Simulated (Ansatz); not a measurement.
Zr3TiC4: computed properties

The calculation used DFT PBE, scalar-relativistic, plane waves, PAW in Ansatz 0.2.0.

Settings: cutoff 420 eV, Γ-centred mesh 12×8×6 on the computed 8-atom cell, Gaussian smearing of 0.10 eV; no spin polarisation.

The structure is relaxed at this level of theory with its symmetry kept, and needn't be the ground state of this composition.

```
CELL_PARAMETERS angstrom
3.27142 0.00000 0.00000
0.00000 4.63349 0.00000
0.00000 0.00000 6.53797
ATOMIC_POSITIONS crystal
Zr 0.00000 0.00000 0.74584
Zr 0.00000 0.00000 0.25415
Zr 0.50000 0.50000 0.00000
Ti 0.50000 0.50000 0.50000
C 0.00000 0.50000 0.26109
C 0.00000 0.50000 0.73891
C 0.50000 0.00000 0.00000
C 0.50000 0.00000 0.50000
```

* Space group: Pmmm (No. 47)
* Volume per atom: 12.39 Å³
* Formation energy from the elements' standard states (uncorrected): -0.797 eV/atom
* Kohn–Sham band gap: none (metal)
* Density of states at the Fermi level: 1.0 states/eV per cell
* Orbital (Löwdin) character within 0.5 eV of the Fermi level: C 2p 57 %, Zr 4d 26 %, Ti 3d 14 %
* Bulk modulus: 225 GPa
* Its pressure derivative: 4.0
* Bader charge by site (e): Zr (2 in the cell) 1.90, Zr (1 in the cell) 1.87, Ti (1 in the cell) 1.70, C (2 in the cell) -1.83, C (1 in the cell) -1.88, C (1 in the cell) -1.83

The cell was found from a structure generator's guess, not taken from experiment. Löwdin shares on free-atom orbitals overweight diffuse shells.
